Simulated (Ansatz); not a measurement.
## Trial structures of BeCd2S3: starts and ends

The calculation used DFT PBE, scalar-relativistic, plane waves, PAW (Ansatz 0.2.0). Settings: cutoff 420 eV, Γ-centred meshes spaced at most about 0.3 Å⁻¹, and about 0.25 Å⁻¹ or finer for metals (2π included), Gaussian smearing. No spin polarisation in the final relaxations.

Each guess was relaxed in cell and atoms at zero pressure, within the symmetry of its start. Temperature and zero-point effects are left out. Coordination counts S atoms around Be and Cd (those within 1.25 times the shortest such distance or 1.15 times the sum of covalent radii; the shortest distance is added where it exceeds 1.18 times the sum of covalent radii; a slash parts the counts of unlike sites).

```csv
guess,made from,start group,V start (Å³/atom),end group,V end (Å³/atom),coordination at the end,gap on mesh (eV),E over the lowest end (meV/atom)
1,La2CuSi3 type,P-6m2,22.4,?,?,?,?,?
2,Li3NdAs2 type,P-3m1,21.2,P-3m1,17.8,"Be 6 from 2.4 Å, Cd 6",0.38,0
3,Ca2GePd3 type,R-3m,21.1,R-3m,19.3,"Be 6 from 2.4 Å, Cd 3",0,464
4,random cell,P4/mmm,21.7,P4/mmm,22.6,"Be 4 from 2.6 Å, Cd 2/8 from 3.7 Å",0,1071
5,TlAg3Te2 type,Cmmm,21.9,Cmmm,24.9,"Be 4 from 2.5 Å, Cd 4",0,387
6,random cell,P6mm,23.5,P6mm,28.7,"Be 1, Cd 6 from 3.2 Å/1+6",0,731
```

Guess 1 as it starts:

```
Be Cd S
1.0
     4.19504    0.00000    0.00000
    -2.09752    3.63301    0.00000
     0.00000    0.00000    8.83469
Be Cd S
1 2 3
Direct
  0.66667 0.33333 0.00000
  0.33333 0.66667 0.24624
  0.33333 0.66667 0.75376
  0.66667 0.33333 0.50000
  0.00000 0.00000 0.00000
  0.00000 0.00000 0.50000
```

Q: Predict the end of this guess and its energy over the lowest end.

A: It ends in space group P-6m2 (No. 187), with a = 4.182 Å, c = 7.706 Å, 19.5 Å³/atom and no gap. It lies 0.81 eV/atom over the lowest end, above guess 6 and below guess 4. Counting S atoms around Be and Cd, this end has Be 3 from 2.4 Å, Cd 9 from 3.1 Å and the lowest (guess 2) has Be 6 from 2.4 Å, Cd 6. This end holds S–S nets (shortest 2.41 Å); in the lowest (guess 2) the shortest S–S distance is 3.24 Å.

```cif
data_structure
_symmetry_space_group_name_H-M 'P-6m2'
_symmetry_Int_Tables_number 187
_cell_length_a 4.1819
_cell_length_b 4.1819
_cell_length_c 7.7064
_cell_angle_alpha 90.000
_cell_angle_beta 90.000
_cell_angle_gamma 120.000
_cell_volume 116.72
loop_
_atom_site_label
_atom_site_type_symbol
_atom_site_symmetry_multiplicity
_atom_site_Wyckoff_symbol
_atom_site_fract_x
_atom_site_fract_y
_atom_site_fract_z
_atom_site_occupancy
Be1 Be 1 e 0.66667 0.33333 0.00000 1
Cd1 Cd 2 h 0.33333 0.66667 0.25705 1
S1 S 1 f 0.66667 0.33333 0.50000 1
S2 S 1 a 0.00000 0.00000 0.00000 1
S3 S 1 b 0.00000 0.00000 0.50000 1
```

Formation energies are uncorrected and refer to the elements' standard structures at the same level.

Q: Is the lowest end bound against the elements?

A: Yes: its formation energy is −0.430 eV/atom. Whether it is stable depends on the other phases of the system, which aren't compared here.

No dispersion correction is applied, so the spacing and binding between layers, chains or molecules are poorly described (Cmmm), and this can change margins and order among such cells. Kohn–Sham gaps at this level usually fall short of measured ones. A magnetic state wasn't ruled out in cells without spin, among them R-3m, P4/mmm. The reference form of S is held partly by dispersion forces, which this level lacks. Cells relaxed within their symmetry can be saddle points. A lower structure may well exist outside this small set. Some structure types and database cells were kept out of the candidates from the start, so a known form may be missing.
